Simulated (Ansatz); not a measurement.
The cell below belongs to a search over invented structures; it isn't taken from experiment.

Input and command of a plane-wave DFT calculation in Ansatz:

```yaml
crystal:
  lattice:
    - [5.3364470101, 0.0, 0.0]
    - [-2.668223505, 4.6214986767, 0.0]
    - [0.0, 0.0, 8.3299977049]
  atoms:
    - { symbol: In, position: [0.0, 0.0, 0.0032267817] }
    - { symbol: Ga, position: [0.5, 0.0, 0.20116651] }
    - { symbol: Ga, position: [0.0, 0.5, 0.20116651] }
    - { symbol: Ga, position: [0.5, 0.5, 0.20116651] }
    - { symbol: P, position: [0.0, 0.0, 0.396431107] }
    - { symbol: As, position: [0.0, 0.0, 0.6497336013] }
basis:
  ecutwfc: 420
kpoints:
  mp_grid: { grid: [12, 12, 6] }
hamiltonian:
  xc: pbe
scf:
  occupations: { method: gaussian, width: 0.1 }
output:
  forces: true
  stress: true
  eigenvalues: true
  write_density: true
  write_potential: true
  elf: true
  volumetric_format: npy
relax:
  adjacent_minimum: "off"
  f_tol: 0.01
  max_steps: 80
  cell: { stress_tol: 0.05 }
```

```bash
ansatz run input.yaml --threads 1 --pin off --max-ram 2560MiB --backend cpu --events-out ev --progress --plain --runs-dir out
```

Processor: Intel(R) Xeon(R) Processor @ 2.50GHz (Skylake/Cascade Lake), 1 thread, on a host shared with other jobs.

Task: Estimate time, memory and problem size.

Result: About 13 min, peak memory 0.82 GiB. It solves 44 bands at 76 k points (after reduction by symmetry) with about 3861 plane waves (on the last cell), in 43 SCF iterations over 6 ionic steps.
